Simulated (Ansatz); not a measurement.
SiO$_{2}$:
```yaml
crystal:
  lattice:
    - [4.98389, 0.00000, 0.00000]
    - [0.00000, 4.98389, 0.00000]
    - [0.00000, 0.00000, 6.92368]
  atoms:
    - { symbol: Si, position: [0.30194, 0.30194, 0.00000] }
    - { symbol: Si, position: [0.19806, 0.80194, 0.25000] }
    - { symbol: Si, position: [0.69806, 0.69806, 0.50000] }
    - { symbol: Si, position: [0.80194, 0.19806, 0.75000] }
    - { symbol: O, position: [0.23838, 0.10823, 0.18094] }
    - { symbol: O, position: [0.39177, 0.73838, 0.43094] }
    - { symbol: O, position: [0.76162, 0.89177, 0.68094] }
    - { symbol: O, position: [0.60823, 0.26162, 0.93094] }
    - { symbol: O, position: [0.73838, 0.39177, 0.56906] }
    - { symbol: O, position: [0.89177, 0.76162, 0.31906] }
    - { symbol: O, position: [0.26162, 0.60823, 0.06906] }
    - { symbol: O, position: [0.10823, 0.23838, 0.81906] }
```

Relaxed with r²SCAN.

Q: Give the optical modes at the zone centre with their infrared and Raman activity from DFPT, r²SCAN in the plane-wave PAW code Ansatz.

A: Transverse frequencies, without the LO–TO term; a row sums one degenerate level.

| ω (cm⁻¹) | degeneracy | IR ((D/Å)²/amu) | Raman (Å⁴/amu) | activity | symmetry |
|---|---|---|---|---|---|
| 49 | 1 | 0.00 | 0 | silent | B1 |
| 119 | 1 | 0.00 | 0.64 | Raman | B1 |
| 152 | 2 | 0.27 | 0 | IR | E |
| 228 | 1 | 0.00 | 10.0 | Raman | A1 |
| 273 | 2 | 0.18 | 0.49 | IR+Raman | E |
| 283 | 1 | 0.00 | 0.24 | Raman | B2 |
| 293 | 1 | 1.84 | 0 | IR | A2 |
| 366 | 1 | 0.00 | 0.26 | Raman | A1 |
| 378 | 1 | 0.00 | 0.053 | Raman | B1 |
| 382 | 2 | 3.83 | 0 | IR | E |
| 419 | 1 | 0.00 | 26 | Raman | A1 |
| 444 | 1 | 0.00 | 0 | silent | B2 |
| 470 | 2 | 30.46 | 0 | IR | E |
| 495 | 1 | 11.63 | 0 | IR | A2 |
| 617 | 2 | 4.17 | 0 | IR | E |
| 782 | 1 | 0.00 | 2.3 | Raman | B1 |
| 786 | 1 | 0.00 | 0.12 | Raman | B2 |
| 787 | 1 | 8.69 | 0 | IR | A2 |
| 793 | 2 | 0.05 | 1.1 | IR+Raman | E |
| 1081 | 1 | 0.00 | 2.3 | Raman | A1 |
| 1084 | 2 | 114.08 | 0.068 | IR+Raman | E |
| 1085 | 1 | 0.00 | 0.61 | Raman | B1 |
| 1088 | 1 | 53.45 | 0 | IR | A2 |
| 1134 | 1 | 0.00 | 0 | silent | B2 |
| 1199 | 2 | 2.73 | 1.4 | IR+Raman | E |

Q: How high does the top mode go among those that the LO–TO term moves?

A: 1246 cm⁻¹ for q along x, 1246 cm⁻¹ for q along y, 1235 cm⁻¹ for q along z.

Space group P4_12_12. The r²SCAN relaxation kept the symmetry of its start; phonons on a q-mesh show no instability.

Potentials: the later of the program's two PAW sets.
